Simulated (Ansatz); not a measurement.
Cu Kα1 powder pattern (kinematic, no thermal factors).
```csv
2θ (°),relative intensity
17.03,33
24.17,5
29.72,100
34.45,71
38.66,16
42.52,3
49.51,49
52.74,8
55.83,1
58.81,42
61.71,17
64.52,4
67.27,2
72.62,8
75.24,5
80.38,17
82.92,22
85.44,3
```

The pattern is computed from a structure relaxed with DFT PBE, scalar-relativistic, plane waves, PAW in Ansatz 0.2.0. No spin polarisation. Its elements are S, Sb.

Give the structure.

Sb$_{3}$S$_{2}$.
Space group Pm-3m (No. 221). a = 5.203 Å, b = 5.203 Å, c = 5.203 Å, α = 90.00°, β = 90.00°, γ = 90.00°
```csv
atom,site,symmetry,x,y,z
Sb,3d,4/mm.m,0.5000,0.0000,0.0000
S,1b,m-3m,0.5000,0.5000,0.5000
S,1a,m-3m,0.0000,0.0000,0.0000
```

A pattern alone doesn't exclude other cells with like lines; this is the one computed.

Another cell of Sb3S2 relaxed alike, in R-3m, lies 0.69 eV/atom lower, so this cell isn't the stable form at this level.

The cell was found from a structure generator's guess, not taken from experiment.
